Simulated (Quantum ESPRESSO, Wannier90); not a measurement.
Tight-binding from DFT: CdSe (wurtzite)

```
CELL_PARAMETERS angstrom
      4.34609     0.00000     0.00000
     -2.17304     3.76382     0.00000
      0.00000     0.00000     7.08984
ATOMIC_POSITIONS crystal
  Cd 0.66667 0.33333 0.49995
  Cd 0.33333 0.66667 0.99995
  Se 0.66667 0.33333 0.87591
  Se 0.33333 0.66667 0.37591
```

Structure: Materials Project mp-1070, symmetrised, not relaxed again. COD (Crystallography Open Database) has an entry of this formula and space group (matched by these alone). Computed values, not measurements, from LDA: Quantum ESPRESSO (norm-conserving PseudoDojo potentials, cutoff 82 Ry, no spin polarisation, no spin-orbit coupling) on a Γ-centred 6×6×4 mesh, then Wannier90. Density: 12×12×6 mesh, Gaussian smearing 0.01 Ry. Spin-orbit coupling, left out, would split the p-like bands by a few tenths of an eV.

Valence charges of the files: Cd 20, Se 16. 58 bands were computed.

Isolated groups of bands, relative to the valence-band maximum (bands from 37 on overlap up to the last one computed):

```csv
bands,from (eV),to (eV),filling,weight on atomic waves
1–2,-101.38,-101.38,filled,Cd 4s 100 %
3–8,-62.54,-62.54,filled,Cd 4p 100 %
9–18,-46.83,-46.83,filled,Se 3d 100 %
19–20,-12.52,-12.05,filled,"Se 4s 86 %, Cd 5s 7 %, Cd 4d 6 %"
21–30,-7.81,-7.04,filled,Cd 4d 96 %
31–36,-4.29,0.00,filled,"Se 4p 81 %, Cd 5s 11 %"
```

Wanted is a model with the orbitals Cd s p, Se s p, without the filled groups that are mainly made of other shells (semicore states, and anion s where it isn't named); all higher bands stay in for disentanglement.

Question: Give num_wann, exclude_bands and num_bands, and the number of electrons that the model holds.

Answer: Electrons: 2×20 + 2×16 = 72, which fill 36 bands.
num_wann = 2×4 + 2×4 = 16.
exclude_bands = 1-18,21-30, 28 bands, so num_bands = 58 − 28 = 30.
The model holds 72 − 2×28 = 16 electrons. With the window frozen to 1.82 eV it follows pw.x to 1.1 meV rms (states up to 1.3 eV relative to the valence-band maximum).
